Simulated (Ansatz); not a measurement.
Consider the following.

Sr:
```cif
data_Sr4
_chemical_formula_sum 'Sr4'
_space_group_name_H-M_alt 'Fm-3m'
_space_group_IT_number 225
_space_group_name_Hall '-F 4 2 3'
_cell_length_a 6.09922
_cell_length_b 6.09922
_cell_length_c 6.09922
_cell_angle_alpha 90.000
_cell_angle_beta 90.000
_cell_angle_gamma 90.000
loop_
_atom_site_label
_atom_site_type_symbol
_atom_site_symmetry_multiplicity
_atom_site_Wyckoff_symbol
_atom_site_fract_x
_atom_site_fract_y
_atom_site_fract_z
_atom_site_occupancy
Sr1 Sr 4 a 0.00000 0.00000 0.00000 1
```
(The calculation used a cell of 1 atom; values per cell refer to that cell.)

This is the r²SCAN-relaxed structure.

Question: All from DFT-r²SCAN in the program Ansatz with PAW potentials, unless another level is named. Give the density of states at the Fermi level.

Answer: 1.5 states/eV per atom (mean over ±0.08 eV).

Question: Predict the gap with spin–orbit coupling.

Answer: none (metallic).

The cell was relaxed with r²SCAN under the symmetry of its start. Spin–orbit coupling is left out wherever it is not named.

Potentials: the later of the program's two PAW sets.
